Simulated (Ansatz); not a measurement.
The elements of this relaxed trial crystal are hidden behind letters.

```
lattice vectors (Å)
   0.0000    3.3229    3.3229
   3.3229    0.0000    3.3229
   3.3229    3.3229    0.0000
fractional positions
X 0.2500 0.2500 0.2500
X 0.7500 0.7500 0.7500
Z 0.0000 0.0000 0.0000
```

Computed with DFT PBE, scalar-relativistic, plane waves, PAW (Ansatz). The final run on the 3-atom cell used 420 eV, a Γ-centred 12×12×12 mesh, 0.10 eV smearing and no spin polarisation.

* Space group: Fm-3m (No. 225)
* Conventional cell: a = 6.646 Å
* Volume per atom: 24.46 Å³
* Density: 1.71 g/cm³
* Energy over the elements: +0.14 eV/atom
* Gap on the 12×12×12 mesh of the 3-atom cell: 0 eV (a metal)

Energies are uncorrected and count from the elements' standard states at the same level.

Problem. X is an s-block element of period 3 and Z is a p-block element of period 3. Which elements are they?

Solution. X = Mg, Z = Al, so the formula is Mg2Al, here in the fluorite type. Density times volume gives a mean mass of 1.71 × 24.46/1.6605 = 25.2 u per atom, and this set has 25.2 u. Among the elements that the hints allow, noble gases aside, only these give it. Around Mg lie 4 Al at 2.88 Å and 6 Mg at 3.32 Å; Al has 8 Mg at 2.88 Å.

Symmetry constrained the relaxation, so the result can be a saddle point.
